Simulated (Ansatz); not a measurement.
An Ansatz input:

```yaml
crystal:
  lattice:
    - [2.2797970657, 0.0, 0.0]
    - [0.0, 2.2797970657, 0.0]
    - [0.0, 0.0, 2.2797970657]
  atoms:
    - { symbol: Fe, position: [0.0, 0.0, 0.0], spin: 2.01 }
hamiltonian:
  xc: lda
  pseudopotentials:
    kind: paw
    azcp:
      Fe: "pseudopotentials/Fe.paw.azcp"
basis:
  ecutwfc: 420
  fft_grid_basis: typed
kpoints:
  mp_grid: { grid: [22, 22, 22], shift: [0, 0, 0] }
magnetization:
  spin_polarized: true
scf:
  occupations: { method: fermi_dirac, width: 0.05 }
output:
  write_density: true
  write_potential: true
  elf: true
  volumetric_format: npy
```

Terminal output

```
Warning: the record states the generating functional pbe (its physics header spells it `PBE`), which answers neither for hamiltonian.xc's functional nor for the lda family's — results may be inconsistent (PPs are generated against a specific XC)
Engine: ansatz 0.2.0, aarch64-unknown-linux-gnu
Pseudopotentials: kind: paw
Pseudopotential: Fe, paw, valence charge 16, recommended cutoff 420 eV (normal) 
Functional definition: SPW92
  exchange = slater_x
  correlation = pw_c
Crystal: 1 atoms, lattice volume = 11.849 Å³
Basis set: ecut = 420 eV, 251 PW (Γ)
Bands: 14, of which v1, the nominal top of the filled ones, is band 8 counted from 1 (7 counted from 0)
Symmetry: 48 space group operations
Space group: Pm-3m (ITA 221), of the structure as read, at distance tolerance 2.3e-5 Å
Magnetic group: BNS 221.92 (UNI 1594), of the structure as read, at distance tolerance 2.3e-5 Å
k-points: 364 of 10648
Non-local potential: Fe, projectors of the file, l = 0: 3, l = 1: 2, l = 2: 3, l = 3: 1
PAW form: soft (Blöchl's): semilocal exchange-correlation on the pseudo side does not see the compensation charge
PAW frozen core: Fe, regenerated for the run's functional, and the local potential with it (the file was generated under x = pbe(κ = 0.804, μ = 0.2195149727645171), c = pbe(β = 0.06672455060314922))
PAW one-centre angular grid: Fe, 590 points (default); XC on 64 Gauss nodes
Initial density: superposition of atomic densities (chi_scale 0.1, normalization cell)
Starting moments: Σ|m| = 2.01 μB on 1 of 1 site
Initial wavefunctions: pseudopotential atomic-orbital guess
Functional: x = slater, c = lda
SCF iter   1: F=—  HF=-4418.620522 eV  |F-HF|=—  |Δ(HF+E_count)|=         —  Δρ=9.12e-2 (↑9.12e-2 ↓6.23e-2)  dr2=1.38e0  dr2_m=1.23e-1  M=1.635 μB ∫|m|=1.645 μB  β_m=0.30  ethr=3.10e-3  ⟨swp⟩=4.7  Hψ=49836  notcnv=0
Mixer restart at iter 1: flushing history
SCF iter   2: F=—  HF=-4418.232883 eV  |F-HF|=—  |Δ(HF+E_count)|=   3.88e-1  Δρ=6.01e-2 (↑3.67e-2 ↓6.01e-2)  dr2=4.31e-2  dr2_m=2.49e-1  M=2.087 μB ∫|m|=2.105 μB  β_m=0.31  ethr=3.10e-3  ⟨swp⟩=2.9  Hψ=21724  notcnv=0  defer=527
SCF iter   3: F=—  HF=-4418.495601 eV  |F-HF|=—  |Δ(HF+E_count)|=   2.63e-1  Δρ=5.47e-2 (↑5.47e-2 ↓4.34e-2)  dr2=2.80e-2  dr2_m=2.54e-1  M=2.183 μB ∫|m|=2.207 μB  β_m=0.31  ethr=2.69e-4  ⟨swp⟩=2.3  Hψ=15847  notcnv=0  defer=527
SCF iter   4: F=—  HF=-4418.760847 eV  |F-HF|=—  |Δ(HF+E_count)|=   2.65e-1  Δρ=2.81e-2 (↑2.05e-2 ↓2.81e-2)  dr2=5.21e-3  dr2_m=6.24e-2  M=2.106 μB ∫|m|=2.131 μB  β_m=0.73  ethr=1.75e-4  ⟨swp⟩=3.0  Hψ=20799  notcnv=0  defer=527
SCF iter   5: F=—  HF=-4419.053993 eV  |F-HF|=—  |Δ(HF+E_count)|=   2.93e-1  Δρ=5.16e-3 (↑2.40e-3 ↓5.16e-3)  dr2=1.18e-3  dr2_m=1.40e-3  M=2.092 μB ∫|m|=2.124 μB  β_m=0.65  ethr=3.25e-5  ⟨swp⟩=2.8  Hψ=23035  notcnv=0  defer=582
SCF iter   6: F=—  HF=-4419.058762 eV  |F-HF|=—  |Δ(HF+E_count)|=   4.77e-3  Δρ=5.70e-3 (↑5.70e-3 ↓4.47e-3)  dr2=1.15e-4  dr2_m=2.76e-3  M=2.066 μB ∫|m|=2.099 μB  β_m=0.82  ethr=7.37e-6  ⟨swp⟩=2.6  Hψ=21253  notcnv=0  defer=605
SCF iter   7: F=—  HF=-4419.059357 eV  |F-HF|=—  |Δ(HF+E_count)|=   5.96e-4  Δρ=1.29e-3 (↑5.10e-4 ↓1.29e-3)  dr2=2.42e-4  dr2_m=2.49e-5  M=2.060 μB ∫|m|=2.094 μB  β_m=0.91  ethr=7.20e-7  ⟨swp⟩=2.5  Hψ=14805  notcnv=0  defer=593
SCF iter   8: F=—  HF=-4419.059429 eV  |F-HF|=—  |Δ(HF+E_count)|=   7.17e-5  Δρ=9.85e-4 (↑9.85e-4 ↓2.30e-4)  dr2=5.36e-5  dr2_m=3.65e-5  M=2.051 μB ∫|m|=2.085 μB  β_m=0.96  ethr=7.20e-7  ⟨swp⟩=1.5  Hψ=11626  notcnv=0  defer=595
SCF iter   9: F=—  HF=-4419.059417 eV  |F-HF|=—  |Δ(HF+E_count)|=   1.19e-5  Δρ=7.46e-5 (↑3.72e-5 ↓7.46e-5)  dr2=1.59e-7  dr2_m=3.26e-7  M=2.048 μB ∫|m|=2.082 μB  β_m=0.96  ethr=3.35e-7  ⟨swp⟩=2.2  Hψ=12569  notcnv=0  defer=604
SCF iter  10: F=—  HF=-4419.059417 eV  |F-HF|=—  |Δ(HF+E_count)|=   3.52e-8  Δρ=4.05e-6 (↑4.05e-6 ↓2.87e-6)  dr2=2.35e-9  dr2_m=7.89e-11  M=2.049 μB ∫|m|=2.083 μB  β_m=0.95  ethr=9.97e-10  ⟨swp⟩=2.1  Hψ=14093  notcnv=0  defer=604
SCF iter  11: F=-4419.059417 eV  HF=-4419.059417 eV  |F-HF|=4.18e-11  |Δ(HF+E_count)|=  4.44e-10  Δρ=8.28e-7 (↑8.28e-7 ↓2.37e-7)  dr2=4.68e-11  dr2_m=1.97e-11  M=2.049 μB ∫|m|=2.083 μB  ethr=1.47e-11  ⟨swp⟩=3.7  Hψ=34305  notcnv=0
SCF 1 converged in 11 iterations: F = -4419.059417 eV  dr2 = 4.68e-11
SCF converged after 11 iterations
Magnetization: 2.0487 μB (9.0243 up, 6.9757 down)
Absolute magnetization: 2.0826 μB (∫|ρ↑−ρ↓|, with the PAW one-centre terms)
Spin contamination: 0.0150 ħ² per cell (⟨S²⟩ above its minimum at these occupations)
Per-site moments (μB) at R_I (Å): [(1.9920318405599904, 0.9404162896012501)]
Free energy (F): -4419.059417 eV
Harris-Foulkes:  -4419.059417 eV  (|F-HF|=4.18e-11)
Internal energy: -4419.046695 eV  (E = F + TS)
E sigma→0 (E₀):  -4419.053056 eV
Entropy (-TS):   -0.012722 eV (-12.722 meV/atom)
Fermi energy:    17.418379 eV
--- Per-component energies (eV) ---
  E_band       = -227.307782
  E_kinetic    = 354.274260
  E_local      = -2206.872407  (includes V_loc(G=0)·N_el)
  E_nonlocal   = 224.474248
  E_hartree    = 927.311744
  E_xc         = -117.135990
  E_vxc        = -151.602573  (∫ρ·V_xc dr)
  E_paw        = -1307.622127  (= ΣΔE_a)
  E_vpaw       = -302.205967  (= ΣTr[D̂ρ^β])
  E_aug_tail   = 0.000756  (compensation charges beyond the density's cutoff)
  E_ewald      = -2293.878714
  E_core_change = 0.401536  (= ΣΔE_core)
  E_smearing   = -0.012722  (= −TS)
  E_closure    = -0.000000  (closes the sum)
  Σ components = -4419.059417   (vs F -4419.059417, Δ=0.00e0)
--- Band table (eV; the first three rows and the last of 728) ---
  k-point 0 ↑: bands = ["-69.8528", "-35.9433", "-35.9433", "-35.9433", "8.9749", "13.1011", "13.1011", "17.4118", "17.4118", "17.4118", "37.3646", "37.3646", "37.3646", "41.5680"]
  k-point 1 ↑: bands = ["-69.8510", "-35.9560", "-35.9422", "-35.9422", "9.0414", "13.1127", "13.1407", "17.3778", "17.3778", "17.4145", "36.5257", "37.4576", "37.4576", "41.5554"]
  k-point 2 ↑: bands = ["-69.8457", "-35.9929", "-35.9390", "-35.9390", "9.2385", "13.1467", "13.2581", "17.2795", "17.2795", "17.4224", "34.8426", "37.7336", "37.7336", "41.5176"]
  k-point 363 ↓: bands = ["-67.3163", "-34.2184", "-34.2184", "-34.2184", "14.9673", "14.9673", "14.9673", "20.6616", "20.6616", "30.2687", "31.0260", "31.0260", "31.0260", "36.2559"]
```
